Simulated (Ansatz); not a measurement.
Relaxed-ion elastic tensor of MgIn2O4 in space group I-4 (No. 82; In on 2b, In on 2d, Mg on 2a, O on 8g) in GPa (Voigt order), PBEsol (plane waves, PAW; program Ansatz); density 4.69 g/cm³, 16.09 Å³ per atom.

```
64.9  68.6  63.0   0.0   0.0  -0.5
68.6  64.9  63.0   0.0   0.0   0.5
63.0  63.0   108   0.0   0.0   0.0
 0.0   0.0   0.0  33.3   0.0   0.0
 0.0   0.0   0.0   0.0  33.3   0.0
-0.5   0.5   0.0   0.0   0.0  45.0
```

Problem. Is the crystal mechanically stable?

Solution. No: the smallest eigenvalue of C is -3.7 GPa.

The cell is a constructed one: a structure type filled with these elements; neither database checked (COD, Materials Project) lists it. Its standing as an ambient phase is unchecked. Symmetry was held in the PBEsol relaxation. At this level the phase is mechanically unstable.

Potentials: the earlier of the program's two PAW sets. The files were generated under PBE; for other functionals the program regenerates the frozen cores, and for LDA and PBEsol the local potential too.
